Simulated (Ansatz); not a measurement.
ZnSe:
```yaml
crystal:
  lattice:
    - [0.00000, 2.83300, 2.83300]
    - [2.83300, 0.00000, 2.83300]
    - [2.83300, 2.83300, 0.00000]
  atoms:
    - { symbol: Zn, position: [0.00000, 0.00000, 0.00000] }
    - { symbol: Se, position: [0.25000, 0.25000, 0.25000] }
```

Relaxed with r²SCAN. Special points in fractions of this cell's reciprocal vectors: Γ (0.000, 0.000, 0.000); X (0.500, 0.000, 0.500); U (0.625, 0.250, 0.625); K (0.375, 0.375, 0.750); L (0.500, 0.500, 0.500); W (0.500, 0.250, 0.750).

Question: List the band energies nearest the valence-band maximum at these points for r²SCAN in the plane-wave PAW code Ansatz.

Answer: In eV from the valence-band maximum; about four levels below and three above (degenerate sets whole), none deeper than 8.9 eV; … stands for higher levels left out; points with the same levels are listed once.

| k | below | above |
|---|---|---|
| Γ | -6.30 -6.30 0.00 0.00 0.00 | 1.86 … |
| X | -6.11 -4.80 -2.24 -2.24 | 3.34 3.87 11.49 |
| U | -6.03 -4.75 -3.15 -1.83 | 3.99 6.05 9.64 |
| L | -6.14 -5.31 -0.89 -0.89 | 3.05 6.87 6.87 |
| W | -5.99 -4.72 -2.82 -2.71 | 5.83 6.07 7.59 |

Space group F-43m (zinc blende). Symmetry was held in the r²SCAN relaxation. Spin–orbit coupling is left out wherever it is not named.

Potentials: the earlier of the program's two PAW sets.
